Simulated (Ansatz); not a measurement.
AlVC₄N₄, before and after

The guess for AlVC₄N₄ was made by a generator: two interpenetrating cyanide-bridged diamond nets (P-43m, No. 215). The dimensions are guesses.

start.cif

```cif
data_structure
_symmetry_space_group_name_H-M 'P-43m'
_symmetry_Int_Tables_number 215
_cell_length_a 5.8341
_cell_length_b 5.8341
_cell_length_c 5.8341
_cell_angle_alpha 90.000
_cell_angle_beta 90.000
_cell_angle_gamma 90.000
_cell_volume 198.58
loop_
_atom_site_label
_atom_site_type_symbol
_atom_site_symmetry_multiplicity
_atom_site_Wyckoff_symbol
_atom_site_fract_x
_atom_site_fract_y
_atom_site_fract_z
_atom_site_occupancy
Al1 Al 1 a 0.00000 0.00000 0.00000 1
V1 V 1 b 0.50000 0.50000 0.50000 1
C1 C 4 e 0.18555 0.18555 0.18555 1
N1 N 4 e 0.30134 0.30134 0.30134 1
```

Level of theory: DFT PBE, scalar-relativistic, plane waves, PAW (Ansatz). Cutoff 420 eV, Gaussian smearing, Γ-centred meshes. Cell and atoms relax first on a coarse mesh and then on a finer one. In between, the cell is made exact in the group found at 0.06 Å. In metals the finer mesh still leaves noise of several meV/atom or more. The steps can't lower the symmetry of their start. Collinear spin, starting moments V 2.0 μB.

end.cif

```cif
data_structure
_symmetry_space_group_name_H-M 'P-43m'
_symmetry_Int_Tables_number 215
_cell_length_a 5.9164
_cell_length_b 5.9164
_cell_length_c 5.9164
_cell_angle_alpha 90.000
_cell_angle_beta 90.000
_cell_angle_gamma 90.000
_cell_volume 207.10
loop_
_atom_site_label
_atom_site_type_symbol
_atom_site_symmetry_multiplicity
_atom_site_Wyckoff_symbol
_atom_site_fract_x
_atom_site_fract_y
_atom_site_fract_z
_atom_site_occupancy
Al1 Al 1 a 0.00000 0.00000 0.00000 1
V1 V 1 b 0.50000 0.50000 0.50000 1
C1 C 4 e 0.19155 0.19155 0.19155 1
N1 N 4 e 0.30653 0.30653 0.30653 1
```

The symmetry stays P-43m (No. 215). The volume per atom grows by 4.3 %, from 19.9 to 20.7 Å³. The shortest distance goes from 1.17 Å (C–N) to 1.18 Å (C–N).

| Property | Result |
| --- | --- |
| Volume per atom | 20.71 Å³ |
| Density | 1.46 g/cm³ |
| Energy over the elements | +0.25 eV/atom |
| Gap on the 6×6×6 mesh of the 10-atom cell | 0 eV (a metal) |
| Net moment per atom | 0.40 μB |
| Moment by site | V 1.8 μB |

The zero of energy is the elements' standard structures at the same level (N₂ as a molecule); no fitted shifts are applied. A positive value: parting into the elements would lower its energy.

The last run used collinear spin and Gaussian smearing of 0.10 eV. In such compounds of V a zero gap at this level may well be an artefact, since no Hubbard U is applied. The reference form of C is held partly by dispersion forces, which this level lacks. The magnetic state reached may not be the lowest. Symmetry constrained the relaxation, so the result can be a saddle point. In all, the 3 runs took 110 s on 1 thread of AMD EPYC 9R14 (Zen 4), on a shared host. Site moments count only spheres around the atoms; the net moment includes the space between them.
